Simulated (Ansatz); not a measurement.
Input, command and steps of an Ansatz relaxation.

```yaml
crystal:
  lattice:
    - [-4.1373115725, 4.1373115725, 4.1373115725]
    - [4.1373115725, -4.1373115725, 4.1373115725]
    - [4.1373115725, 4.1373115725, -4.1373115725]
  atoms:
    - { symbol: Si, position: [0.5, 0.0, 0.7803195012] }
    - { symbol: Si, position: [0.2803195012, 0.2803195012, 0.2803195012] }
    - { symbol: Si, position: [0.5, 0.0, 0.2196804988] }
    - { symbol: Si, position: [0.7196804988, 0.7196804988, 0.7196804988] }
    - { symbol: Si, position: [0.7803195012, 0.5, 0.0] }
    - { symbol: Si, position: [0.0, 0.2196804988, 0.5] }
    - { symbol: Si, position: [0.2196804988, 0.5, 0.0] }
    - { symbol: Si, position: [0.0, 0.7803195012, 0.5] }
    - { symbol: O, position: [0.6859067119, 0.9359067119, 0.75] }
    - { symbol: O, position: [0.75, 0.6859067119, 0.9359067119] }
    - { symbol: O, position: [0.8140932881, 0.5640932881, 0.25] }
    - { symbol: O, position: [0.75, 0.1859067119, 0.4359067119] }
    - { symbol: O, position: [0.0640932881, 0.25, 0.3140932881] }
    - { symbol: O, position: [0.5, 0.0, 0.0] }
    - { symbol: O, position: [0.25, 0.8140932881, 0.5640932881] }
    - { symbol: O, position: [0.4359067119, 0.75, 0.1859067119] }
    - { symbol: O, position: [0.3140932881, 0.0640932881, 0.25] }
    - { symbol: O, position: [0.1859067119, 0.4359067119, 0.75] }
    - { symbol: O, position: [0.9359067119, 0.75, 0.6859067119] }
    - { symbol: O, position: [0.5, 0.5, 0.5] }
    - { symbol: O, position: [0.25, 0.3140932881, 0.0640932881] }
    - { symbol: O, position: [0.0, 0.5, 0.0] }
    - { symbol: O, position: [0.0, 0.0, 0.5] }
    - { symbol: O, position: [0.5640932881, 0.25, 0.8140932881] }
basis:
  ecutwfc: 500
kpoints:
  mp_grid: { grid: [4, 4, 4] }
hamiltonian:
  xc: r2scan
scf:
  occupations: { method: gaussian, width: 0.02 }
output:
  forces: true
  stress: true
  eigenvalues: true
relax:
  adjacent_minimum: "off"
  f_tol: 0.01
  max_steps: 30
```

```bash
ansatz run input.yaml --threads 4 --pin off --max-ram 10240MiB --backend cpu --events-out ev --progress --plain --runs-dir out
```

Level of theory: Ansatz, DFT r2SCAN, scalar-relativistic, plane waves, PAW.

The volume is held at 0.94 times that of the relaxed cell.

Of 4 frames 4 are shown, positions in Å and forces in eV/Å; the SCF threshold varies from step to step.

```xyz
24
Lattice="-4.1373 4.1373 4.1373 4.1373 -4.1373 4.1373 4.1373 4.1373 -4.1373" Properties=species:S:1:pos:R:3:forces:R:3 pbc="T T T" step=1 free_energy_over_end_meV_per_atom=6.06
Si    1.1598    5.2971   -1.1598   -0.0949   -0.0949    0.0949
Si    1.1598    1.1598    1.1598   -0.0949   -0.0949   -0.0949
Si   -1.1598    2.9775    1.1598    0.0949    0.0949   -0.0949
Si    2.9775    2.9775    2.9775    0.0949    0.0949    0.0949
Si   -1.1598    1.1598    5.2971    0.0949   -0.0949   -0.0949
Si    2.9775    1.1598   -1.1598    0.0949   -0.0949    0.0949
Si    1.1598   -1.1598    2.9775   -0.0949    0.0949    0.0949
Si    5.2971   -1.1598    1.1598   -0.0949    0.0949   -0.0949
O     4.1373    2.0687    3.6070    0.0000    0.0000    0.4721
O     3.6070    4.1373    2.0687    0.4721    0.0000    0.0000
O     0.0000    2.0687    4.6677    0.0000    0.0000   -0.4721
O    -0.5303    4.1373    2.0687    0.4721    0.0000    0.0000
O     2.0687    0.5303    0.0000    0.0000   -0.4721    0.0000
O    -2.0687    2.0687    2.0687    0.0000    0.0000    0.0000
O     4.6677    0.0000    2.0687   -0.4721    0.0000    0.0000
O     2.0687   -0.5303    4.1373    0.0000    0.4721    0.0000
O     0.0000    2.0687    0.5303    0.0000    0.0000   -0.4721
O     4.1373    2.0687   -0.5303    0.0000    0.0000    0.4721
O     2.0687    3.6070    4.1373    0.0000    0.4721    0.0000
O     2.0687    2.0687    2.0687    0.0000    0.0000    0.0000
O     0.5303    0.0000    2.0687   -0.4721    0.0000    0.0000
O     2.0687   -2.0687    2.0687    0.0000    0.0000    0.0000
O     2.0687    2.0687   -2.0687    0.0000    0.0000    0.0000
O     2.0687    4.6677    0.0000    0.0000   -0.4721    0.0000
24
Lattice="-4.1373 4.1373 4.1373 4.1373 -4.1373 4.1373 4.1373 4.1373 -4.1373" Properties=species:S:1:pos:R:3:forces:R:3 pbc="T T T" step=2 free_energy_over_end_meV_per_atom=2.94
Si    1.1559    5.2932   -1.1559    0.0045    0.0045   -0.0045
Si    1.1559    1.1559    1.1559    0.0045    0.0045    0.0045
Si   -1.1559    2.9815    1.1559   -0.0045   -0.0045    0.0045
Si    2.9815    2.9815    2.9815   -0.0045   -0.0045   -0.0045
Si   -1.1559    1.1559    5.2932   -0.0045    0.0045    0.0045
Si    2.9815    1.1559   -1.1559   -0.0045    0.0045   -0.0045
Si    1.1559   -1.1559    2.9815    0.0045   -0.0045   -0.0045
Si    5.2932   -1.1559    1.1559    0.0045   -0.0045    0.0045
O     4.1373    2.0687    3.6212    0.0000    0.0000    0.3552
O     3.6212    4.1373    2.0687    0.3552    0.0000    0.0000
O     0.0000    2.0687    4.6534    0.0000    0.0000   -0.3552
O    -0.5161    4.1373    2.0687    0.3552    0.0000    0.0000
O     2.0687    0.5161    0.0000    0.0000   -0.3552    0.0000
O    -2.0687    2.0687    2.0687    0.0000    0.0000    0.0000
O     4.6534    0.0000    2.0687   -0.3552    0.0000    0.0000
O     2.0687   -0.5161    4.1373    0.0000    0.3552    0.0000
O     0.0000    2.0687    0.5161    0.0000    0.0000   -0.3552
O     4.1373    2.0687   -0.5161    0.0000    0.0000    0.3552
O     2.0687    3.6212    4.1373    0.0000    0.3552    0.0000
O     2.0687    2.0687    2.0687    0.0000    0.0000    0.0000
O     0.5161    0.0000    2.0687   -0.3552    0.0000    0.0000
O     2.0687   -2.0687    2.0687    0.0000    0.0000    0.0000
O     2.0687    2.0687   -2.0687    0.0000    0.0000    0.0000
O     2.0687    4.6534    0.0000    0.0000   -0.3552    0.0000
24
Lattice="-4.1373 4.1373 4.1373 4.1373 -4.1373 4.1373 4.1373 4.1373 -4.1373" Properties=species:S:1:pos:R:3:forces:R:3 pbc="T T T" step=3 free_energy_over_end_meV_per_atom=0.01
Si    1.1500    5.2873   -1.1500    0.0238    0.0238   -0.0238
Si    1.1500    1.1500    1.1500    0.0238    0.0238    0.0238
Si   -1.1500    2.9874    1.1500   -0.0238   -0.0238    0.0238
Si    2.9874    2.9874    2.9874   -0.0238   -0.0238   -0.0238
Si   -1.1500    1.1500    5.2873   -0.0238    0.0238    0.0238
Si    2.9874    1.1500   -1.1500   -0.0238    0.0238   -0.0238
Si    1.1500   -1.1500    2.9874    0.0238   -0.0238   -0.0238
Si    5.2873   -1.1500    1.1500    0.0238   -0.0238    0.0238
O     4.1373    2.0687    3.6549    0.0000    0.0000    0.0022
O     3.6549    4.1373    2.0687    0.0022    0.0000    0.0000
O     0.0000    2.0687    4.6197    0.0000    0.0000   -0.0022
O    -0.4824    4.1373    2.0687    0.0022    0.0000    0.0000
O     2.0687    0.4824    0.0000    0.0000   -0.0022    0.0000
O    -2.0687    2.0687    2.0687    0.0000    0.0000    0.0000
O     4.6197    0.0000    2.0687   -0.0022    0.0000    0.0000
O     2.0687   -0.4824    4.1373    0.0000    0.0022    0.0000
O     0.0000    2.0687    0.4824    0.0000    0.0000   -0.0022
O     4.1373    2.0687   -0.4824    0.0000    0.0000    0.0022
O     2.0687    3.6549    4.1373    0.0000    0.0022    0.0000
O     2.0687    2.0687    2.0687    0.0000    0.0000    0.0000
O     0.4824    0.0000    2.0687   -0.0022    0.0000    0.0000
O     2.0687   -2.0687    2.0687    0.0000    0.0000    0.0000
O     2.0687    2.0687   -2.0687    0.0000    0.0000    0.0000
O     2.0687    4.6197    0.0000    0.0000   -0.0022    0.0000
24
Lattice="-4.1373 4.1373 4.1373 4.1373 -4.1373 4.1373 4.1373 4.1373 -4.1373" Properties=species:S:1:pos:R:3:forces:R:3 pbc="T T T" step=4 free_energy_over_end_meV_per_atom=0.00
Si    1.1504    5.2877   -1.1504    0.0020    0.0020   -0.0020
Si    1.1504    1.1504    1.1504    0.0020    0.0020    0.0020
Si   -1.1504    2.9869    1.1504   -0.0020   -0.0020    0.0020
Si    2.9869    2.9869    2.9869   -0.0020   -0.0020   -0.0020
Si   -1.1504    1.1504    5.2877   -0.0020    0.0020    0.0020
Si    2.9869    1.1504   -1.1504   -0.0020    0.0020   -0.0020
Si    1.1504   -1.1504    2.9869    0.0020   -0.0020   -0.0020
Si    5.2877   -1.1504    1.1504    0.0020   -0.0020    0.0020
O     4.1373    2.0687    3.6544    0.0000    0.0000    0.0002
O     3.6544    4.1373    2.0687    0.0002    0.0000    0.0000
O     0.0000    2.0687    4.6202    0.0000    0.0000   -0.0002
O    -0.4829    4.1373    2.0687    0.0002    0.0000    0.0000
O     2.0687    0.4829    0.0000    0.0000   -0.0002    0.0000
O    -2.0687    2.0687    2.0687    0.0000    0.0000    0.0000
O     4.6202    0.0000    2.0687   -0.0002    0.0000    0.0000
O     2.0687   -0.4829    4.1373    0.0000    0.0002    0.0000
O     0.0000    2.0687    0.4829    0.0000    0.0000   -0.0002
O     4.1373    2.0687   -0.4829    0.0000    0.0000    0.0002
O     2.0687    3.6544    4.1373    0.0000    0.0002    0.0000
O     2.0687    2.0687    2.0687    0.0000    0.0000    0.0000
O     0.4829    0.0000    2.0687   -0.0002    0.0000    0.0000
O     2.0687   -2.0687    2.0687    0.0000    0.0000    0.0000
O     2.0687    2.0687   -2.0687    0.0000    0.0000    0.0000
O     2.0687    4.6202    0.0000    0.0000   -0.0002    0.0000
```

Time: 36 s on 4 threads of Intel(R) Xeon(R) Platinum 8488C (Sapphire Rapids), with other jobs on the host, peak memory 1.7 GiB.